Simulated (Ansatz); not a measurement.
Here is the system:

WSi₂ (MoSi2 type, space group I4/mmm)

```xyz
3
Lattice="-1.6015 1.6015 3.9082 1.6015 -1.6015 3.9082 1.6015 1.6015 -3.9082" Properties=species:S:1:pos:R:3 pbc="T T T"
W      0.0000     0.0000     0.0000
Si     0.0000     0.0000     2.6148
Si     0.0000     0.0000     5.2017
```

E(V) scan at fixed shape, V₀ the volume above. The atoms relax within the cell's symmetry.

Calculation: PBEsol (plane waves to 420 eV, PAW, scalar-relativistic; Ansatz, a first-principles code). k mesh 20×20×20 (Γ-centred), Fermi-Dirac smearing 0.05 eV. Energies are smeared free energies. Compression counts positive. With the shape held, the modulus is that of even scaling; a crystal free to change shape is softer. Spin-orbit coupling is left out, though W is heavy. The PAW data are Ansatz's earlier set. WSi2 is run without spin polarisation. WSi2 was relaxed with its symmetry unable to fall. ΔE is measured from the relaxed starting cell.

The scan covers V/V₀ from 0.940 to 1.060 in 9 points.

Task: What is ΔE at V/V₀ = 0.940?

Result: 39 meV/atom.

Task: What pressure does the cell carry at V/V₀ = 0.940?

Result: 16.5 GPa.

Task: What is ΔE at V/V₀ = 1.060?

Result: 31 meV/atom.

(A scan under strain: stresses follow from slopes of the energy per volume, elastic moduli from its curvatures.)
